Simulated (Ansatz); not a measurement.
Starting structure, 1 H2 a cell, tilted, over a bridge Ti-B site (TiB2, P6/mmm (No. 191), (1 0 0) face):

```yaml
crystal:
  lattice:
    - [6.00746, 0.00000, 0.00000]
    - [0.00000, 6.36331, 0.00000]
    - [0.00000, 0.00000, 25.16301]
  atoms:
    - { symbol: B, position: [0.50000, 0.25000, 0.31793] }
    - { symbol: B, position: [0.50000, 0.75000, 0.31793] }
    - { symbol: B, position: [0.00000, 0.25000, 0.31793] }
    - { symbol: B, position: [0.00000, 0.75000, 0.31793] }
    - { symbol: Ti, position: [0.25000, 0.00000, 0.35239] }
    - { symbol: Ti, position: [0.25000, 0.50000, 0.35239] }
    - { symbol: Ti, position: [0.75000, 0.00000, 0.35239] }
    - { symbol: Ti, position: [0.75000, 0.50000, 0.35239] }
    - { symbol: B, position: [0.50000, 0.25000, 0.38685] }
    - { symbol: B, position: [0.50000, 0.75000, 0.38685] }
    - { symbol: B, position: [0.00000, 0.25000, 0.38685] }
    - { symbol: B, position: [0.00000, 0.75000, 0.38685] }
    - { symbol: B, position: [0.75000, 0.25000, 0.42131] }
    - { symbol: B, position: [0.75000, 0.75000, 0.42131] }
    - { symbol: B, position: [0.25000, 0.25000, 0.42131] }
    - { symbol: B, position: [0.25000, 0.75000, 0.42131] }
    - { symbol: Ti, position: [0.50000, 0.00000, 0.45636] }
    - { symbol: Ti, position: [0.50000, 0.50000, 0.45636] }
    - { symbol: Ti, position: [0.00000, 0.00000, 0.45636] }
    - { symbol: Ti, position: [0.00000, 0.50000, 0.45636] }
    - { symbol: B, position: [0.75000, 0.25000, 0.49096] }
    - { symbol: B, position: [0.75000, 0.75000, 0.49096] }
    - { symbol: B, position: [0.25000, 0.25000, 0.49096] }
    - { symbol: B, position: [0.25000, 0.75000, 0.49096] }
    - { symbol: B, position: [0.00000, 0.25000, 0.52537] }
    - { symbol: B, position: [0.00000, 0.75000, 0.52537] }
    - { symbol: B, position: [0.50000, 0.25000, 0.52537] }
    - { symbol: B, position: [0.50000, 0.75000, 0.52537] }
    - { symbol: Ti, position: [0.75000, 0.00000, 0.56299] }
    - { symbol: Ti, position: [0.75000, 0.50000, 0.56299] }
    - { symbol: Ti, position: [0.25000, 0.00000, 0.56299] }
    - { symbol: Ti, position: [0.25000, 0.50000, 0.56299] }
    - { symbol: B, position: [0.00000, 0.25000, 0.59220] }
    - { symbol: B, position: [0.00000, 0.75000, 0.59220] }
    - { symbol: B, position: [0.50000, 0.25000, 0.59220] }
    - { symbol: B, position: [0.50000, 0.75000, 0.59220] }
    - { symbol: H, position: [0.62500, 0.87500, 0.68479] }
    - { symbol: H, position: [0.63240, 0.98715, 0.69378] }
```

Computed with DFT PBE+D3(BJ), scalar-relativistic, plane waves, PAW in Ansatz. Settings: cutoff 420 eV, Γ-centred mesh 3×3×1 on the computed 38-atom cell, Gaussian smearing of 0.10 eV; no spin polarisation. The cell repeats along c with a dipole correction in the vacuum.

Atoms 1, 2, 3, 4, 5, 6, 7, 8, 9, 10, 11, 12, 13, 14, 15, 16 (counted from 1) are held. The cell is fixed. Force threshold 0.04 eV/Å.

(1) Where does it end?

The end is the local minimum or symmetric point that this start leads to. The slab is only 6.9 Å thick, so the energy isn't converged with thickness.

Answers

(1) The energy falls by 0.069 eV in 13 steps, to:

```xyz
38
Lattice="6.0075 0.0000 0.0000 0.0000 6.3633 0.0000 0.0000 0.0000 25.1630" Properties=species:S:1:pos:R:3 pbc="T T T"
B     3.0037    1.5908    8.0000
B     3.0037    4.7725    8.0000
B     0.0000    1.5908    8.0000
B     0.0000    4.7725    8.0000
Ti    1.5019    0.0000    8.8671
Ti    1.5019    3.1817    8.8671
Ti    4.5056    0.0000    8.8671
Ti    4.5056    3.1817    8.8671
B     3.0037    1.5908    9.7342
B     3.0037    4.7725    9.7342
B     0.0000    1.5908    9.7342
B     0.0000    4.7725    9.7342
B     4.5056    1.5908   10.6013
B     4.5056    4.7725   10.6013
B     1.5019    1.5908   10.6013
B     1.5019    4.7725   10.6013
Ti    3.0037    0.0000   11.4834
Ti    3.0038    3.1817   11.4831
Ti   -0.0001    0.0000   11.4834
Ti   -0.0002    3.1817   11.4832
B     4.5056    1.5908   12.3536
B     4.5056    4.7725   12.3537
B     1.5018    1.5908   12.3532
B     1.5018    4.7726   12.3531
B     0.0000    1.5909   13.2197
B     0.0000    4.7725   13.2196
B     3.0036    1.5911   13.2194
B     3.0036    4.7723   13.2195
Ti    4.5052    0.0000   14.1683
Ti    4.5057    3.1818   14.1666
Ti    1.5020    0.0001   14.1660
Ti    1.5015    3.1816   14.1649
B     0.0006    1.5915   14.9009
B     0.0014    4.7721   14.9006
B     3.0026    1.5920   14.9004
B     3.0015    4.7714   14.8999
H     4.3727    5.9443   17.6205
H     4.4591    6.4663   18.1558
```